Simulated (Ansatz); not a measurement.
AlAs in space group P4_2/mmc (No. 131; Al on 2c, As on 2e), PBE (plane waves, PAW; program Ansatz), all energies at zero smearing, with the estimated change up to a 700 eV cutoff added, with one set of potentials and settings (totals compare only within such a set). Cell of 4 atoms (2 Al, 2 As): -10786.819 eV.

```tsv
element	reference phase	E (eV/atom)
Al	Fm-3m, 1 atoms in the cell	-537.5049
As	R-3m, 2 atoms in the cell	-4856.1377
```

Formation energy per atom, worked out: (-10786.819 − 2×(-537.5049) − 2×(-4856.1377))/4 = 0.117 eV/atom (11 kJ per mol of atoms), at 0 K, without zero-point energy or fitted corrections.

A made-up cell: these elements were put on the sites of a structure type; neither database checked (COD, Materials Project) lists it. It is not the phase usual at ambient conditions (space group No. 216). The cell was relaxed with PBE under the symmetry of its start; its stability against distortions is not shown here. The references are the lowest solids computed at this level, not always the standard phases.

Potentials: the later of the program's two PAW sets.
